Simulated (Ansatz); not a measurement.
One crystal and one scan (scan of one atom of the cell) at two levels, PBE (plane waves to 420 eV, PAW, scalar-relativistic; Ansatz, an electronic-structure program) and PBEsol (plane waves to 420 eV, PAW, scalar-relativistic; Ansatz), each from its own relaxed cell and on its own mesh. The cell shown is that of PBE.

Starting cell, TiN (rock salt):

```xyz
2
Lattice="0.0000 2.1234 2.1234 2.1234 0.0000 2.1234 2.1234 2.1234 0.0000" Properties=species:S:1:pos:R:3 pbc="T T T"
N      0.0000     0.0000     0.0000
Ti     2.1234     2.1234     2.1234
```

In each cell atom 1 (N, nearest neighbour Ti at 2.123 Å; its periodic images, 3.0 Å or more away, move with it) moves by s·(0.707, 0.707, 0.000) (along Cartesian [110]), the rest being held.

The energy includes the smearing's −TS. The PAW data are Ansatz's earlier set. TiN is run without spin polarisation. TiN was relaxed with its symmetry unable to fall. With partly filled bands, energies and forces of such displacements shift with the k mesh and the smearing. Percentages come from the unrounded values. Both scans cover s from -0.420 to 0.420 Å.

Results of PBE:

* **Lattice constant a (Å)**: 4.247
* **Energy at s = 0.420 Å (meV/cell)**: 891
* **Force along the line at s = -0.420 Å (eV/Å)**: 4.117
* **Force constant k = d²E/ds² at s = 0 (finite differences) (eV/Å²)**: 10.19
* **Zone-centre optical wavenumber from k (cm⁻¹)**: 506
* **Symmetry of the curve**: even: the same for both signs
* **Shape of the curve**: a single well with its minimum at or next to zero displacement

Estimate the PBEsol values.


```json
[
 {"quantity": "Lattice constant a (Å)", "PBEsol": "4.204", "PBE − PBEsol": "+0.043 (+1.0 %)"},
 {"quantity": "Energy at s = 0.420 Å (meV/cell)", "PBEsol": "994", "PBE − PBEsol": "-103 (-10 %)"},
 {"quantity": "Force along the line at s = -0.420 Å (eV/Å)", "PBEsol": "4.581", "PBE − PBEsol": "-0.464 (-10 %)"},
 {"quantity": "Force constant k = d²E/ds² at s = 0 (finite differences) (eV/Å²)", "PBEsol": "11.47", "PBE − PBEsol": "-1.28 (-11 %)"},
 {"quantity": "Zone-centre optical wavenumber from k (cm⁻¹)", "PBEsol": "537", "PBE − PBEsol": "-31 (-5.8 %)"}
]
```

PBE gives the higher value for: lattice constant a. PBE gives the lower value for: energy at s = 0.420 Å; force along the line at s = -0.420 Å; force constant k = d²E/ds² at s = 0; zone-centre optical wavenumber from k. Both give the same symmetry of the curve: even: the same for both signs. Neither level is exact: the differences show how much the result hangs on the functional.

(For displaced atoms, the force is minus the slope of the energy, and its curvature is a force constant, which sets phonon frequencies.)
